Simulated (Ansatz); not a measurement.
A scan (energy over volume and axial ratio; atoms clamped) gave these values. Computed with r2SCAN (plane waves to 500 eV, PAW, scalar-relativistic; Ansatz, a quantum-chemistry and plane-wave program).

| Quantity | Result |
|---|---|
| Shear modulus C′ = (C11 − C12)/2 (fit, atoms clamped) | 101 GPa |

Of these crystals, all scanned alike, which one is it?
(A) GaSb (zinc blende)
(B) Ta (bcc, W type)
(C) CdTe (zinc blende)
(D) BaTiO₃ (cubic perovskite)

D, BaTiO₃ (cubic perovskite). The others have, for the shear modulus C′ = (C11 − C12)/2: CdTe 8 GPa, Ta 62 GPa, GaSb 25 GPa

All were relaxed with their symmetry unable to fall. BaTiO3 is run without spin polarisation. Spin-orbit coupling is left out. Ta is run without spin polarisation. The PAW data are Ansatz's earlier set. This is a high-temperature form of BaTiO3.

(Under strain, the slope of the energy per volume gives the stress and its curvature an elastic modulus.)
